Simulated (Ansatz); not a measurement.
Born–Oppenheimer molecular dynamics of a 24-atom Co3Ni5BRu15 cell at 12.78 Å³/atom, computed with Ansatz: Langevin thermostat at 2410 K, 60 steps of 1.5 fs, friction 0.03 1/fs. The run is short and the cell small, so it isn't an equilibrium average.

```yaml
crystal:
  lattice:
    - [6.643342, 0.424962, 0.244107]
    - [0.424962, 7.10344, -0.023133]
    - [0.244107, -0.023133, 6.533752]
  atoms:
    - { symbol: Ru, position: [0.4071424258, 0.3717021835, 0.0537060467] }
    - { symbol: Ru, position: [0.6271195594, 0.3135475584, 0.3518354887] }
    - { symbol: Ru, position: [0.8649305285, 0.6520262514, 0.2369992748] }
    - { symbol: Ru, position: [0.7140547116, 0.2650328335, 0.8295272964] }
    - { symbol: Ru, position: [0.6733371937, 0.9805956049, 0.1838214832] }
    - { symbol: Ru, position: [0.2557651688, 0.1251980673, 0.3338819544] }
    - { symbol: Ru, position: [0.8190186216, 0.8521639468, 0.7602260157] }
    - { symbol: Ru, position: [0.0489364291, 0.1795157371, 0.8163534541] }
    - { symbol: Ru, position: [0.8900746143, 0.0880565864, 0.4677640566] }
    - { symbol: Ru, position: [0.0441631385, 0.3323961378, 0.1032633875] }
    - { symbol: Ru, position: [0.9741857914, 0.5274570812, 0.8750981154] }
    - { symbol: Ru, position: [0.5796889437, 0.6476384011, 0.0011798399] }
    - { symbol: Ru, position: [0.6349992634, 0.5806687833, 0.6384891398] }
    - { symbol: Ru, position: [0.4767481788, 0.0248795872, 0.5935430039] }
    - { symbol: Ru, position: [0.3068984972, 0.3546398091, 0.6628111124] }
    - { symbol: Ni, position: [0.2868058065, 0.7875887936, 0.7605608163] }
    - { symbol: Ni, position: [0.9692602293, 0.3709810603, 0.5366910055] }
    - { symbol: Ni, position: [0.0522273604, 0.954109501, 0.133175379] }
    - { symbol: Ni, position: [0.197152081, 0.6814055004, 0.0872971687] }
    - { symbol: Ni, position: [0.0929631815, 0.8178813415, 0.4904287169] }
    - { symbol: Co, position: [0.3757968449, 0.0227583552, 0.9995567694] }
    - { symbol: Co, position: [0.2837425983, 0.4819094762, 0.3650518501] }
    - { symbol: Co, position: [0.4456369932, 0.7591341662, 0.3694695913] }
    - { symbol: B, position: [0.738404607, 0.8165797629, 0.4959772738] }
  symmetry: { detect: false }
basis:
  ecutwfc: 420
  xc_grid: 1
kpoints:
  mp_grid: { grid: [1, 1, 1], shift: [0.25, 0.25, 0.25] }
hamiltonian:
  xc: pbe
scf:
  occupations: { method: fermi_dirac, width: 0.2077 }
  lower_state_search: "off"
  convergence: { dr2_threshold: 1.0e-05 }
output:
  forces: true
  stress: true
md:
  timestep: 1.5
  n_steps: 60
  ensemble: nvt_langevin
  friction: 0.03
  temperature: 2410.0
  initial_velocities: maxwell_boltzmann
  seed: 50837
```

```bash
ansatz run input.yaml --threads 2 --pin off --max-ram 5120MiB --backend cpu --events-out ev --progress --plain --runs-dir out
```

Computed with DFT PBE, scalar-relativistic, plane waves, PAW (Ansatz).

5 frames, positions in Å (not wrapped into the cell) and forces in eV/Å:

```xyz
24
Lattice="6.643 0.425 0.244 0.425 7.103 -0.023 0.244 -0.023 6.534" Properties=species:S:1:pos:R:3:forces:R:3 pbc="T T T" time_fs=0.0 temperature_K=2310 free_energy_over_first_frame_eV=0.000
Ru    2.876    2.812    0.442    0.550   -1.320   -1.400
Ru    4.385    2.486    2.445   -0.190    1.680   -0.100
Ru    6.081    4.994    1.745   -1.020   -0.240    1.980
Ru    5.059    2.167    5.588   -3.530   -0.720   -0.580
Ru    4.935    7.247    1.343   -0.070   -0.160   -0.380
Ru    1.834    0.990    2.241    0.440   -0.500    0.870
Ru    5.989    6.384    5.147    1.220    2.160    4.620
Ru    0.601    1.277    5.342    3.350   -6.940   -2.330
Ru    6.065    0.993    3.271   -1.270   -0.990   -0.410
Ru    0.460    2.378    0.678   -0.450   -2.480    9.740
Ru    6.910    4.141    5.943   -1.340    5.450   -5.650
Ru    4.127    4.847    0.134    0.140    1.280    1.010
Ru    4.621    4.380    4.313   -0.610   -0.640   -1.400
Ru    3.323    0.366    3.994    1.400    0.260    2.200
Ru    2.351    2.634    4.397    2.370    0.350    1.480
Ni    2.426    5.699    5.021   -0.020   -0.570    0.160
Ni    6.728    3.035    3.735   -0.380    3.590   -2.340
Ni    0.785    6.797    0.861   -1.680    1.800   -0.550
Ni    1.621    4.922    0.603    1.980   -1.470   -0.020
Ni    1.085    5.838    3.208    0.960   -2.380   -1.530
Co    2.750    0.298    6.622    0.380   -0.820   -1.730
Co    2.179    3.535    2.443   -1.420    2.990    0.290
Co    3.373    5.573    2.505    0.170   -0.490   -0.780
B     5.374    6.103    3.402   -0.990    0.170   -3.170
24
Lattice="6.643 0.425 0.244 0.425 7.103 -0.023 0.244 -0.023 6.534" Properties=species:S:1:pos:R:3:forces:R:3 pbc="T T T" time_fs=22.5 temperature_K=2880 free_energy_over_first_frame_eV=-1.303
Ru    2.873    2.803    0.201   -1.940   -0.280    1.750
Ru    4.378    2.500    2.378    0.300    0.710   -0.410
Ru    6.123    5.035    1.915    1.150   -3.340   -1.790
Ru    4.953    2.200    5.703   -0.960   -2.210   -1.740
Ru    4.786    7.063    1.578   -1.360    3.900   -4.820
Ru    1.895    0.988    2.193    1.420   -1.840    1.010
Ru    6.083    6.491    5.143    0.500    0.560    1.340
Ru    0.478    1.408    5.375    4.260   -5.210   -1.620
Ru    6.104    0.995    3.229   -0.950    1.080    1.550
Ru    0.493    2.345    0.962   -2.290    0.530    0.830
Ru    6.878    4.186    5.880    0.750    3.060   -0.640
Ru    4.272    4.921    0.100   -0.980    1.170    1.480
Ru    4.693    4.301    4.279   -0.910    1.510   -0.660
Ru    3.414    0.277    4.053   -0.590    1.480    2.040
Ru    2.441    2.681    4.395    0.310   -0.510    0.190
Ni    2.377    5.588    4.898   -0.200   -0.700    0.510
Ni    6.657    3.252    3.593    1.180    0.280   -0.140
Ni    0.533    6.848    0.893    0.900   -0.020   -2.510
Ni    1.757    4.865    0.616   -0.360    1.190   -0.620
Ni    1.083    5.767    3.010    0.810   -1.470   -0.060
Co    2.793    0.121    6.489   -0.280   -0.590   -0.670
Co    2.244    3.475    2.356   -1.770    1.360    0.400
Co    3.297    5.393    2.470    0.760    0.250   -0.020
B     5.215    6.166    3.157    0.260   -0.920    4.590
24
Lattice="6.643 0.425 0.244 0.425 7.103 -0.023 0.244 -0.023 6.534" Properties=species:S:1:pos:R:3:forces:R:3 pbc="T T T" time_fs=45.0 temperature_K=2621 free_energy_over_first_frame_eV=1.437
Ru    2.850    2.829    0.086   -2.680   -1.130    3.460
Ru    4.345    2.698    2.300    0.460    0.080   -0.970
Ru    6.242    4.963    1.966   -2.300    2.260   -3.910
Ru    4.897    2.077    5.802    3.820   -3.000   -2.170
Ru    4.708    7.039    1.670    1.170    1.810   -2.260
Ru    2.047    1.000    2.247   -0.250   -1.420    0.030
Ru    6.225    6.573    5.172   -0.050    0.470    0.810
Ru    0.624    1.334    5.307    1.010   -1.860   -0.320
Ru    6.053    1.183    3.226   -0.340   -2.050    0.710
Ru    0.537    2.319    1.161   -4.330   -2.300   -6.750
Ru    6.812    4.288    5.831    2.150   -0.490    0.470
Ru    4.373    4.919    0.132   -0.190    1.540    0.890
Ru    4.776    4.230    4.250   -3.240    2.170    1.030
Ru    3.311    0.437    4.118    1.330   -2.430    2.490
Ru    2.570    2.578    4.480   -1.080    2.980   -3.670
Ni    2.457    5.430    4.825   -0.140    0.120    0.090
Ni    6.590    3.428    3.413    3.310   -2.360    5.140
Ni    0.569    6.869    0.729    0.170   -0.370   -0.190
Ni    2.017    4.774    0.536   -3.410    5.270   -2.510
Ni    1.101    5.597    2.882    0.890    2.280    1.500
Co    2.724    0.130    6.546    0.210   -1.060   -1.200
Co    2.063    3.521    2.156    0.120   -1.960    5.650
Co    3.305    5.197    2.328    2.270    1.950    2.010
B     5.123    6.163    3.454    1.080   -0.490   -0.320
24
Lattice="6.643 0.425 0.244 0.425 7.103 -0.023 0.244 -0.023 6.534" Properties=species:S:1:pos:R:3:forces:R:3 pbc="T T T" time_fs=67.5 temperature_K=2801 free_energy_over_first_frame_eV=0.335
Ru    2.875    2.898    0.097   -0.930   -2.010    2.130
Ru    4.257    2.899    2.318    1.700   -1.840   -1.890
Ru    6.223    5.055    1.884    0.220   -1.700   -1.640
Ru    5.024    1.810    5.869    0.130    0.370   -0.360
Ru    4.743    6.997    1.636    0.640    4.630   -2.270
Ru    2.094    0.985    2.446   -2.190   -0.490   -3.330
Ru    6.308    6.631    5.324   -1.000   -1.300   -1.560
Ru    0.729    1.088    5.295    0.720    1.130   -0.350
Ru    5.932    1.238    3.268   -0.200   -1.950    0.180
Ru    0.450    2.271    1.135   -2.040   -1.620   -4.740
Ru    6.775    4.307    5.754    2.690   -1.620    0.610
Ru    4.396    4.945    0.098   -0.630    0.950    0.960
Ru    4.740    4.175    4.279   -1.080    1.830    0.740
Ru    3.255    0.538    4.280    5.180   -6.960    1.890
Ru    2.617    2.563    4.440   -2.020    5.550   -1.600
Ni    2.590    5.384    4.791   -0.520    0.760   -1.980
Ni    6.723    3.414    3.500    1.860   -0.420    2.810
Ni    0.725    6.711    0.608   -1.740    0.660    1.640
Ni    2.007    4.900    0.274   -2.340    1.570    2.280
Ni    1.095    5.686    2.849    1.410    1.660    1.600
Co    2.611    0.200    6.569    1.840   -0.500    0.150
Co    2.046    3.513    2.231   -0.780    0.910    1.300
Co    3.495    5.272    2.275   -1.250   -0.310    1.820
B     5.206    6.050    3.380    0.340    0.690    1.620
24
Lattice="6.643 0.425 0.244 0.425 7.103 -0.023 0.244 -0.023 6.534" Properties=species:S:1:pos:R:3:forces:R:3 pbc="T T T" time_fs=90.0 temperature_K=2564 free_energy_over_first_frame_eV=-2.147
Ru    2.826    2.903    0.134   -1.080   -0.460    0.460
Ru    4.212    2.948    2.183    3.020   -1.550   -0.780
Ru    6.338    5.083    1.712   -0.920   -2.020    0.980
Ru    5.148    1.766    5.938   -1.720    2.400    0.290
Ru    4.770    7.119    1.427    0.750    1.680    0.100
Ru    2.139    1.040    2.544   -0.540    0.010   -1.270
Ru    6.395    6.673    5.361   -1.850   -3.130   -1.120
Ru    0.824    0.910    5.295    1.350    2.570   -3.040
Ru    5.857    1.255    3.269   -0.360   -0.330    0.350
Ru    0.469    2.130    0.978   -1.720    0.470   -1.260
Ru    6.816    4.251    5.710    1.920   -1.230    1.060
Ru    4.376    5.045    0.121   -1.080   -0.270    0.810
Ru    4.726    4.213    4.326    2.300    0.300   -0.780
Ru    3.294    0.381    4.458    3.880   -2.290   -0.300
Ru    2.664    2.728    4.421   -0.320    0.690   -1.370
Ni    2.712    5.310    4.664   -2.280    0.330    0.930
Ni    6.985    3.351    3.580   -1.040   -0.260    0.780
Ni    0.792    6.766    0.693   -4.500    2.470    2.820
Ni    1.863    5.118    0.359    1.830   -2.790   -0.120
Ni    1.099    5.829    2.925    0.950    0.570    0.970
Co    2.535    0.294    6.605    3.160    0.120    1.670
Co    2.064    3.599    2.247   -1.340    1.590   -0.550
Co    3.562    5.317    2.516    0.370    1.230   -0.230
B     5.600    6.245    3.407   -0.800   -0.090   -0.400
```

Over the second half the temperature averages 2512 K and the pressure (kinetic part included, positive in compression) 23.5 GPa. Mean square displacements at the end: B 0.04 Å², Co 0.08 Å², Ni 0.13 Å², Ru 0.15 Å² (from the start of this run, the atoms' common shift taken off).

One k point is coarse for so small a cell, so forces and above all the pressure are rough.

Time: 5.3 min on 2 threads of Arm Neoverse V1, with other jobs on the host, peak memory 0.73 GiB.